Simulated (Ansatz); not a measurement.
In DFT-r²SCAN+D4 in the program Ansatz with PAW potentials, MoN$_{2}$ in the trigonal phase (R3m; Mo on 3a, N on 3a, N on 3a) relaxes to a = 2.968 Å, c = 14.235 Å. N on 3a has 3 nearest neighbours from 2.04 Å (trigonal pyramidal); N on 3a has 3 nearest neighbours from 2.04 Å (trigonal pyramidal). Against the elements it lies at 0.35 eV/atom, with no fitted shifts.

Electronic character: metallic (no gap). The magnetic state found is ferromagnetic. The net moment is 0.47 μB per atom.

Bader charges are Mo +2.00, N -1.00 e.

The start of the workflow was typed in or built on a structure type; neither database checked (COD, Materials Project) lists it. Whether it is the stable phase at ambient conditions was not checked. The r²SCAN+D4 relaxation kept the symmetry of its start; whether a distortion lowers the energy is not shown. Magnetic state: ferromagnetic, chosen from 2 collinear starts compared on coarse meshes (ties went to the first, and starts can fall back to one state), not a proven ground state. Its formation energy is positive at this level, so the cell may be metastable or incomplete. Other orbital occupations within this spin state were not tried. No Hubbard U is applied. The references are the lowest solids computed at this level, not always the standard phases (solids in place of the gases). Scalar-relativistic: spin–orbit coupling is off unless named, which matters more the heavier the elements.

Potentials: the earlier of the program's two PAW sets. The files were generated under PBE; for other functionals the program regenerates the frozen cores, and for LDA and PBEsol the local potential too.
